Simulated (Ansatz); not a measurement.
SrO:
Space group Fm-3m (No. 225); a = 5.065 Å, b = 5.065 Å, c = 5.065 Å, α = 90.00°, β = 90.00°, γ = 90.00°

```tsv
atom	site	symmetry	x	y	z
Sr	4b	m-3m	0.5000	0.5000	0.5000
O	4a	m-3m	0.0000	0.0000	0.0000
```
(The calculation used a cell of 2 atoms; values per cell refer to that cell.)

Relaxed with LDA.

**Question.** Decompose the optical modes at the zone centre into irreducible representations, and say which are infrared and Raman allowed.

**Answer.** Point group m-3m: Γ_opt = T1u. Infrared: T1u. Raman: none.

**Question.** Assign frequencies (DFPT, the program Ansatz at the LDA level (PAW); without the LO–TO term).

**Answer.** T1u 216 cm⁻¹.

The LDA relaxation kept the symmetry of its start; phonons on a q-mesh show no instability.

Potentials: the earlier of the program's two PAW sets.
